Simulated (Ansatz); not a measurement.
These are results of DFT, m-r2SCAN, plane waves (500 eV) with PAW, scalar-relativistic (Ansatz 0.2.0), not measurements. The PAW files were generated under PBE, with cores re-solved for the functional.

An element in the hcp structure gives this curve. The cell is scaled uniformly from the relaxed one, with fractional coordinates and shape fixed. Energies are extrapolated to zero smearing, pressures are those at the given smearing. Magnetic state: non-magnetic.

```json
{"V (Å³/atom)": "8.682", "E − E₀ (meV/atom)": "180.0", "P (GPa)": "55.05"}
{"V (Å³/atom)": "9.076", "E − E₀ (meV/atom)": "73.4", "P (GPa)": "32.49"}
{"V (Å³/atom)": "9.471", "E − E₀ (meV/atom)": "16.8", "P (GPa)": "14.42"}
{"V (Å³/atom)": "9.866", "E − E₀ (meV/atom)": "0.0", "P (GPa)": "-0.05"}
{"V (Å³/atom)": "10.260", "E − E₀ (meV/atom)": "15.1", "P (GPa)": "-11.63"}
{"V (Å³/atom)": "10.655", "E − E₀ (meV/atom)": "55.9", "P (GPa)": "-20.88"}
{"V (Å³/atom)": "11.049", "E − E₀ (meV/atom)": "117.0", "P (GPa)": "-28.24"}
```

Which element is it?
A. nickel
B. vanadium
C. beryllium
D. iron

D. Its fit is V₀ = 9.86 Å³/atom, B₀ = 323 GPa, B₀′ = 4.5.

m-r²SCAN is r²SCAN on the gauge-invariant kinetic-energy density; without spin polarisation the two are equal.
